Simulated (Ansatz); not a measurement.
The relaxed structure here is a generated cell of SnSe: the first start was made by a random draw of sites in a space group, and the end was not matched to a known phase here, so it may be hypothetical. Known forms of SnSe include space group No. 62.

The end point of a relaxation of SnSe. Method: r2SCAN (plane waves to 500 eV, PAW, scalar-relativistic; Ansatz, a program for electronic structure).

```xyz
6
Lattice="3.3861 -5.3892 0.0000 3.3861 5.3892 0.0000 -1.4124 0.0000 6.4699" Properties=species:S:1:pos:R:3 pbc="T T T"
Se     3.4982    -1.5828     4.9605
Se     1.8616    -1.5828     1.5095
Se     2.6799    -5.3165     3.2350
Sn     3.3861    -0.1693     0.0000
Sn     5.6981     1.3440     1.0183
Sn    -0.3382     1.3440     5.4517
```

Find the space group and the Wyckoff positions (tolerance 0.01 Å).

Space group C2 (No. 5); a = 6.7722 Å, b = 10.7784 Å, c = 6.6223 Å, α = γ = 90.00°, β = 102.31°

| atom | site | symmetry | x | y | z |
|---|---|---|---|---|---|
| Se | 4c | 1 | 0.1765 | 0.3531 | 0.7667 |
| Se | 2b | 2 | 0.5000 | 0.5067 | 0.5000 |
| Sn | 2a | 2 | 0.0000 | 0.4843 | 0.0000 |
| Sn | 4c | 1 | 0.1258 | 0.1247 | 0.8426 |

Give the shortest distances between elements (the closest pairs, up to four, under 3.6 Å).

Se–Sn 2.55 Å; Sn–Sn 2.94 Å; Se–Se 3.51 Å.

* **Volume per atom**: 39.36 Å³
* **Band gap**: no clear gap: the sampled points leave 0.04 eV away from the symmetry points, which may be a band crossing missed between them
* **Smallest direct gap**: 0.25 eV at k = (0.25, 0.25, -0.4286)

No spin polarisation in the result.

The run could not lose the symmetry of its start: the end is stationary, and may be a saddle point rather than a minimum.
